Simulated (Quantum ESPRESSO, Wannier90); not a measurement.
Wannier functions of Mg3ZnO4 (Cmmm)

```
begin unit_cell_cart
ang
    3.0230000000   -4.2767050000    0.0000000000
    3.0230000000    4.2767050000    0.0000000000
    0.0000000000    0.0000000000    3.0280800000
end unit_cell_cart
begin atoms_frac
Mg   0.5000000000  0.5000000000  0.0000000000
Mg   0.0000000000  0.5000000000  0.5000000000
Mg   0.5000000000 -0.0000000000  0.5000000000
Zn   0.0000000000  0.0000000000  0.0000000000
O    0.2531800000 -0.2531800000  0.0000000000
O   -0.2531800000  0.2531800000  0.0000000000
O   -0.2559300000 -0.2559300000  0.5000000000
O    0.2559300000  0.2559300000  0.5000000000
end atoms_frac
```

Structure: Materials Project mp-753315, symmetrised, not relaxed again. Not found in the COD (Crystallography Open Database) copy used; not checked further. Level: LDA, no spin polarisation, no spin-orbit coupling; pw.x of Quantum ESPRESSO at 68 Ry with PseudoDojo potentials, 4×4×8 k-points, Wannier90. Density: 6×6×10 mesh, cold smearing 0.01 Ry.

Bands 17-20 form an isolated set from -17.10 to -15.46 eV relative to the valence-band maximum (on the path) and are turned into 4 Wannier functions by minimising the spread from the start: atomic waves O 2s.

### Question
Where do the functions sit, how wide are they and what are they made of?

### Answer
```json
[
 {"functions": "2", "spread (Å²)": "0.58", "nearest atom, distance (Å)": "O 0.01", "second atom, distance (Å)": "Mg 2.12", "weight on atomic waves": "O 2s 89 %, Mg 3s 6 %"},
 {"functions": "2", "spread (Å²)": "0.59", "nearest atom, distance (Å)": "O 0.01", "second atom, distance (Å)": "Mg 2.12", "weight on atomic waves": "O 2s 89 %"}
]
```

Ω_I = 2.33 Å², Ω_total = 2.33 Å²; the interpolated bands follow pw.x to 0.0 meV rms on the path. Only this start was tried; a symmetric start can stop on a saddle, and mixtures of these functions could lower the total by at most Ω_total − Ω_I.
